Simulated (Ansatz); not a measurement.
The elements of this relaxed trial crystal are hidden behind letters.

```
lattice vectors (Å)
   5.2172    0.0000    0.0000
  -2.6086    4.5182    0.0000
   0.0000    0.0000    5.9609
fractional positions
X 0.6667 0.3333 0.7679
X 0.3333 0.6667 0.2321
Z 0.0000 0.0000 0.0000
```

Level of theory: DFT PBE, scalar-relativistic, plane waves, PAW in Ansatz. Plane waves to 420 eV, a 6×6×6 mesh through Γ for the 3-atom cell and 0.02 eV Gaussian smearing; no spin polarisation.

```
Space group                              : P-3m1 (No. 164)
Conventional cell                        : a = 5.217 Å, c = 5.961 Å
Volume per atom                          : 46.84 Å³
Density                                  : 4.33 g/cm³
Formation energy                         : +0.143 eV/atom
Gap on the 6×6×6 mesh of the 3-atom cell : 0.64 eV
```

Energies are uncorrected and count from the elements' standard states at the same level.

Task: X is an s-block element of period 5 and Z is a d-block element of period 6. Which elements are they?

Result: X = Rb, Z = Pt, so the formula is Rb2Pt. Density times volume gives a mean mass of 4.33 × 46.84/1.6605 = 122.1 u per atom, and this set has 122.0 u. Around Rb lie 3 Pt at 3.31 Å, 3 Rb at 4.09 Å and 3 Rb at 4.39 Å; around Pt lie 6 Rb at 3.31 Å. Other sets within the hints have nearly the same mass, so mass alone doesn't settle it; this one was computed.

Spin–orbit coupling, which can matter for Pt, is left out. Kohn–Sham gaps at this level usually fall short of measured ones. A structure relaxed within its symmetry needn't be a true minimum.
